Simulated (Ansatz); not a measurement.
Relaxed-ion elastic tensor of Be2C (fluorite or antifluorite type, Fm-3m) in GPa (Voigt order), DFT-PBEsol in the program Ansatz with PAW potentials; density 2.49 g/cm³, 6.67 Å³ per atom.

```
 581  18.5  18.5   0.0   0.0   0.0
18.5   581  18.5   0.0   0.0   0.0
18.5  18.5   581   0.0   0.0   0.0
 0.0   0.0   0.0   212   0.0   0.0
 0.0   0.0   0.0   0.0   212   0.0
 0.0   0.0   0.0   0.0   0.0   212
```

Is the crystal mechanically stable?

Yes: the smallest eigenvalue of C is 212 GPa.

Work out the Voigt, Reuss and Hill averages.

K_V = 206, K_R = 206, K_H = 206; G_V = 240, G_R = 235, G_H = 237 GPa.

Give Young's modulus, Poisson's ratio, Pugh's ratio and the universal anisotropy index.

E = 9KG/(3K + G) = 514 GPa; ν = 0.08; K/G = 0.87 (brittle by the Pugh limit of 1.75); A_U = 5G_V/G_R + K_V/K_R − 6 = 0.10.

Estimate the sound speeds and the Debye temperature.

v_l = √((K + 4G/3)/ρ) = 14500 m/s, v_t = √(G/ρ) = 9760 m/s, mean 10700 m/s; Θ = (h/k)(3n/4πV)^(1/3) v_m = 1680 K.

Give the Zener ratio and Young's modulus along [100], [110] and [111].

A = 2C44/(C11 − C12) = 0.75; 1/E = S11 − 2(S11 − S12 − S44/2)Γ with Γ = 0, 1/4, 1/3 gives 580, 496, 473 GPa.

Solve the Christoffel equation for the three sound speeds along [100], [110], [111].

Eigenvalues of C_ijkl n_j n_l equal ρv². In km/s, slowest first: [100] 9.22, 9.22, 15.27; [110] 9.22, 10.62, 14.33; [111] 10.18, 10.18, 14.00.

The cell was relaxed with PBEsol under the symmetry of its start.

Potentials: the earlier of the program's two PAW sets. The files were generated under PBE; for other functionals the program regenerates the frozen cores, and for LDA and PBEsol the local potential too.
